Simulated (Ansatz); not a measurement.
A geometry of Ga2O3 away from equilibrium: step 2 of the relaxation of a relaxed Ga2O3 cell displaced along its unstable phonon at q = Γ (235i cm⁻¹), largest move 0.15 Å. All values below come from PBEsol (plane waves to 420 eV, PAW, scalar-relativistic; Ansatz, a first-principles code). Γ-centred k-mesh 6×6×11 on the run's cell (coarser than for final values), Fermi–Dirac smearing 0.05 eV.

```xyz
10
Lattice="5.6922 0.0000 0.0000 0.0000 5.7426 0.0000 0.0000 0.0000 2.8680" Properties=species:S:1:pos:R:3:forces:R:3 pbc="T T T" free_energy=-18334.355 pressure_GPa=0.6
O     -0.1137     0.1185     0.0000   -0.2005    0.5130    0.0000
O      2.7324     2.7528     0.0000   -0.2005   -0.5130    0.0000
O      0.8272     3.8096     1.4340   -0.1387    0.2548    0.0000
O      3.6733     4.8043     1.4340   -0.1387   -0.2548    0.0000
O      2.0383     0.6835     1.4340    0.1316   -0.2061    0.0000
O      4.8844     2.1878     1.4340    0.1316    0.2061    0.0000
Ga     1.7515     4.6360     0.0000    0.3341   -0.0539    0.0000
Ga     4.5976     3.9779     0.0000    0.3341    0.0539    0.0000
Ga     1.1237     1.7000     0.0000   -0.1263   -0.2838    0.0000
Ga     3.9698     1.1713     0.0000   -0.1263    0.2838    0.0000
```

Positions in Å, forces in eV/Å, free energy of the cell in eV (comparable only within this code, potentials and settings). Largest force: 0.55 eV/Å, on O1, O2 (atoms numbered as listed); the geometry lies 0.41 eV/atom above the end of its relaxation.

No spin polarisation in the result.

The run could not lose the symmetry of its start: the end is stationary, and may be a saddle point rather than a minimum.

The end of the path is a generated cell of Ga2O3: the first start was made by placing the elements on the sites of a structure type, and the end was not matched to a known phase here, so it may be hypothetical. Known forms of Ga2O3 include space group No. 12, 167.
